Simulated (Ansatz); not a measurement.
BiPbBrO2:
```xyz
5
Lattice="-1.9805 1.9805 6.4970 1.9805 -1.9805 6.4970 1.9805 1.9805 -6.4970" Properties=species:S:1:pos:R:3 pbc="T T T"
Bi     0.0000     0.0000     4.4288
Pb     0.0000     0.0000     8.4902
Br     0.0000     0.0000    12.8856
O      0.0000     1.9805     3.3401
O      1.9805     0.0000     3.3401
```

Relaxed with r²SCAN+D4. Special points in fractions of this cell's reciprocal vectors: Γ (0.000, 0.000, 0.000); X (0.000, 0.000, 0.500); P (0.250, 0.250, 0.250); N (0.000, 0.500, 0.000); M (0.500, 0.500, -0.500); S (0.273, 0.727, -0.273); S0 (-0.273, 0.273, 0.273); R (-0.046, 0.046, 0.500); G (0.500, 0.500, -0.046).

Question: List the band energies nearest the valence-band maximum at these points for r²SCAN+D4 in the plane-wave PAW code Ansatz.

Answer: In eV from the valence-band maximum; about four levels below and three above (degenerate sets whole), none deeper than 8.9 eV; points with the same levels are listed once.

| k | below | above |
|---|---|---|
| Γ | -1.63 -1.63 -1.26 -1.26 -0.24 | 2.20 5.28 6.01 6.01 |
| X | -1.97 -1.30 -1.23 -0.68 | 2.95 4.62 5.38 |
| P | -1.93 -1.42 -1.23 -0.68 | 3.57 3.57 5.40 |
| N | -1.46 -1.11 -0.98 -0.11 | 4.03 5.15 5.88 |
| M | -1.47 -1.16 -1.16 -0.50 | 2.41 4.91 5.24 5.24 |
| S | -1.73 -1.02 -0.98 -0.05 | 4.13 5.10 5.89 |
| R | -1.96 -1.38 -1.29 -0.73 | 3.09 4.69 5.34 |

Space group I4mm. The first step of the workflow began from a Materials Project structure, measured or hypothetical; the Crystallography Open Database copy checked does not list it. Whether it is the stable phase at ambient conditions was not checked. Symmetry was held in the r²SCAN+D4 relaxation; its stability against distortions is not shown here. Scalar-relativistic: spin–orbit coupling is off unless named, which matters more the heavier the elements.

Potentials: the later of the program's two PAW sets.
